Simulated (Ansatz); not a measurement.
Input:

CsCaH$_{3}$:
```yaml
crystal:
  lattice:
    - [4.46808, 0.00000, 0.00000]
    - [0.00000, 4.46808, 0.00000]
    - [0.00000, 0.00000, 4.46808]
  atoms:
    - { symbol: Cs, position: [0.00000, 0.00000, 0.00000] }
    - { symbol: Ca, position: [0.50000, 0.50000, 0.50000] }
    - { symbol: H, position: [0.50000, 0.00000, 0.50000] }
    - { symbol: H, position: [0.00000, 0.50000, 0.50000] }
    - { symbol: H, position: [0.50000, 0.50000, 0.00000] }
```

This is the LDA-relaxed structure.

Q: All from LDA (plane waves, PAW; program Ansatz), unless another level is named. Estimate the electronic dielectric constant ε∞ (DFPT).

A: 3.84.

Q: Next, the Born charges (a third of the trace)?

A: Cs +1.09, Ca +1.92, H -1.01 e.

Q: Predict the static dielectric constant ε0 (ions relaxed, cell fixed).

A: 9.78.

Space group Pm-3m (cubic perovskite). The first step of the workflow began from a Materials Project structure, measured or hypothetical; the Crystallography Open Database copy checked does not list it. Its standing as an ambient phase is unchecked. The cell was relaxed with LDA under the symmetry of its start; phonons on a q-mesh show no instability. Scalar-relativistic: spin–orbit coupling is off unless named, which matters more the heavier the elements.

Potentials: the later of the program's two PAW sets.
